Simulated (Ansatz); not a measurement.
Electric field gradients in Ge2Pt3

Method: DFT LDA, scalar-relativistic, plane waves, PAW in Ansatz. Plane waves to 420 eV; Γ-centred k mesh 10×6×6; Fermi-Dirac smearing of 0.15 eV. No spin polarisation.

Equilibrium structure at this level:
```
CELL_PARAMETERS angstrom
3.46895 0.00000 -0.00262
0.00000 7.51446 0.00000
-1.72952 0.00000 6.01916
ATOMIC_POSITIONS crystal
Ge 0.50000 0.00000 0.00000
Ge 0.50000 0.50000 0.00000
Ge 0.75614 0.25000 0.51234
Ge 0.24386 0.75000 0.48766
Pt 0.96585 0.25000 0.93186
Pt 0.03415 0.75000 0.06814
Pt 0.16042 0.05882 0.32081
Pt 0.83958 0.94118 0.67919
Pt 0.83958 0.55882 0.67919
Pt 0.16042 0.44118 0.32081
```

In a metal these results depend on the k mesh and the smearing. Spin–orbit coupling is left out, which matters for gradients at heavy nuclei.

Task: Give V_zz (10²¹ V/m²) and the asymmetry η at each distinct site.

Result:
| atom | V_zz | η |
| --- | --- | --- |
| Ge (atom 1) | -3.09 | 0.65 |
| Ge (atom 3) | -5.57 | 0.59 |
| Pt (atom 5) | 17.97 | 0.87 |
| Pt (atom 7) | 12.32 | 0.57 |

Whether Ge2Pt3 exists in this form wasn't checked.

Cost: 1 run of about 1.4 core-minutes, on Oxide Virtual Turin-like Processor (Zen 5) (shared hosts).